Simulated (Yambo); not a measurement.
Yambo run on K2S3 (space group Cmc2_1, No. 36). The wavefunctions are norm-conserving PBEsol (Quantum ESPRESSO, 74 Ry, no spin-orbit coupling) ones on a 2×2×2 mesh (36 occupied bands); a = 6.2222 Å, b = 6.2222 Å, c = 7.4147 Å, α = 90.00°, β = 90.00°, γ = 108.39°.

Yambo input:

```
rim_cut
gw0
dyson
el_el_corr
HF_and_locXC
ppa
em1d
RandQpts= 1000000
RandGvec= 1 Ry
EXXRLvcs= 74 Ry
VXCRLvcs= 296 Ry
Chimod= "HARTREE"
% BndsRnXp
 1 | 283 |
%
NGsBlkXp= 3 Ry
% LongDrXp
 1.0 | 1.0 | 1.0 |
%
PPAPntXp= 27.2114 eV
% GbndRnge
 1 | 283 |
%
GTermKind= "BG"
DysSolver= "n"
ExtendOut
% QPkrange
 3 | 3 | 36 | 36 |
 5 | 5 | 36 | 37 |
%
```

k points by index: 3 = (0, -0.5, 0), 5 = (-0.5, -0.5, 0).

The o-*.qp file then holds:

```
#    K-point    Band    Eo [eV]    E [eV]    E-Eo [eV]    Vxc [eV]    Vnlxc [eV]    Sc|Eo [eV]    Sc|E [eV]    dSc/dw|Eo [eV]    Re(Z)    Im(Z)
#
    3    36    0.000000    -0.801465    -0.801465    -12.32182    -15.33419    2.009525    2.210914    -6.836560    0.799205    -0.001526
    5    36    -0.071210    -0.847597    -0.776387    -12.26358    -15.15006    1.914999    2.110094    -6.836819    0.799199    -0.001527
    5    37    1.230909    1.991292    0.760383    -11.02953    -6.964738    -3.128658    -3.304404    -6.288341    0.812284    -0.001405
```
(The two width columns are left out.) Convergence of these settings isn't established.

Geometry of the Materials Project entry, not relaxed at this level.
